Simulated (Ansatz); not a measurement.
# Ni (fcc)

The computed numbers are results of HSE06, scalar-relativistic (collinear spin) in the plane-wave PAW code Ansatz at 420 eV, Γ-centred 10×10×10 mesh, 0.05 eV Gaussian smearing; PAW files: Ansatz's generated set soft_2.

```
Ni
1.0
     0.00000    1.75126    1.75126
     1.75126    0.00000    1.75126
     1.75126    1.75126    0.00000
Ni
1
Direct
  0.00000 0.00000 0.00000
```

Magnetic state: ferromagnetic, site spin moments Ni 0.95 μB.

The volume is at zero pressure for this level.

Path: Γ–X–U | K–Γ–L–W–X, with Γ = (0.000, 0.000, 0.000), X = (0.500, 0.000, 0.500), U = (0.625, 0.250, 0.625), K = (0.375, 0.375, 0.750), L = (0.500, 0.500, 0.500), W = (0.500, 0.250, 0.750) in reciprocal vectors of the calculation's cell.

Problem. Is it a metal or an insulator, and if it has a gap, where are the band edges on this path?

Solution. A metal: bands cross the Fermi level.

Bands as a text map, energy in eV from the Fermi level (dashes), each leg drawn with the same width, + spin up, o spin down, # both:
```
  4.86 |       +               o  
  4.57 |                       +  
  4.29 |                          
  4.00 |      o            o      
  3.71 |      +                   
  3.43 |                          
  3.14 |                   +    # 
  2.86 |    +#    o              +
  2.57 |                          
  2.29 |                          
  2.00 |    o                    o
  1.71 |          +               
  1.43 |                  o       
  1.14 |    oo               ooooo
  0.86 |      oo          + o     
  0.57 |        oo                
  0.29 |   o o           ooo      
  0.00 |----------oo------------o-
 -0.29 |                o         
 -0.57 |   +  o          +        
 -0.86 |  oo                      
 -1.14 |       o   o   o o     o  
 -1.43 |                          
 -1.71 |   oooo     o     o     oo
 -2.00 | oo    ooo  o o        o  
 -2.29 |oo      oo + oo o     o   
 -2.57 |oo  +       oooo   ooo   +
 -2.86 | o +++++  oo   o+++##+++++
        Γ   X   UK   Γ   L   W   X
```

It took about 7 core-minutes on a shared host.

Open d and f shells can converge to several self-consistent states; this is the one that the run reached. For a metal under a hybrid functional this mesh is coarse. Site moments are of spin, integrated over atomic spheres. No antiparallel order was tried.
